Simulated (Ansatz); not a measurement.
A geometry of Hf away from equilibrium: the start of the relaxation of a relaxed Hf cell deformed by the Cartesian strain tensor (xx, yy, zz, yz, xz, xy) = (0.054, -0.006, 0.066, 0.117, 0.044, 0.043). The numbers are results of PBE (plane waves to 420 eV, PAW, scalar-relativistic; Ansatz, a program for electronic structure), not measurements. Γ-centred k-mesh 11×12×6 on the run's cell (coarser than for final values), Fermi–Dirac smearing 0.05 eV.

```xyz
2
Lattice="3.3771 0.1362 0.1394 -1.5706 2.6901 0.2564 0.2205 0.5956 5.4035" Properties=species:S:1:pos:R:3 pbc="T T T"
Hf     0.2440     2.2855     4.2700
Hf     1.7830     1.1364     1.5292
```

Question: Predict the force on each atom, in eV/Å.

Answer: 
```json
[
 {"atom": "Hf1", "Fx": "0.14", "Fy": "-0.34", "Fz": "0.39"},
 {"atom": "Hf2", "Fx": "-0.14", "Fy": "0.34", "Fz": "-0.39"}
]
```

Question: What is the pressure?

Answer: -7.8 GPa, compression positive.

Question: How much energy per atom can still be gained by relaxing?

Answer: 0.26 eV/atom; the path ends in P6₃/mmc (No. 194) (hcp (Mg type)).

No spin polarisation in the result.

The run could not lose the symmetry of its start.
